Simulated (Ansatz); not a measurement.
This cell of HfO2 (tetragonal-ZrO2 type, space group P4_2/nmc) is off equilibrium:

```yaml
crystal:
  lattice:
    - [3.69012, 0.00000, 0.00000]
    - [0.00000, 3.69012, 0.00000]
    - [0.00000, 0.00000, 5.34423]
  atoms:
    - { symbol: Hf, position: [0.00000, 0.00000, 0.00000] }
    - { symbol: Hf, position: [0.50000, 0.50000, 0.50000] }
    - { symbol: O, position: [0.00000, 0.50000, 0.18079] }
    - { symbol: O, position: [0.00000, 0.50000, 0.68079] }
    - { symbol: O, position: [0.50000, 0.00000, 0.31921] }
    - { symbol: O, position: [0.50000, 0.00000, 0.81921] }
```

The numbers are results of PBEsol (plane waves to 420 eV, PAW, scalar-relativistic; Ansatz, a first-principles code), not measurements. k mesh 9×9×7 (Γ-centred), Fermi-Dirac smearing 0.05 eV. The energy includes the smearing's −TS. Compression counts positive. HfO2 is run without spin polarisation. HfO2 was relaxed with its symmetry unable to fall. Spin-orbit coupling is left out, though Hf is heavy. The PAW data are Ansatz's earlier set. This is a high-temperature form of HfO2.

Problem. Give the stress tensor in GPa and the pressure.

Solution. 
```
  -19.1      0.0      0.0
    0.0    -19.1      0.0
    0.0      0.0    -11.2
```
The pressure, a third of the trace, is -16.5 GPa.

Problem. It is the relaxed cell scaled evenly to V/V₀ = 1.107, atoms relaxed where free. What is its energy relative to the relaxed cell?

Solution. 66.2 meV/atom.

(Under strain, the slope of the energy per volume gives the stress and its curvature an elastic modulus.)
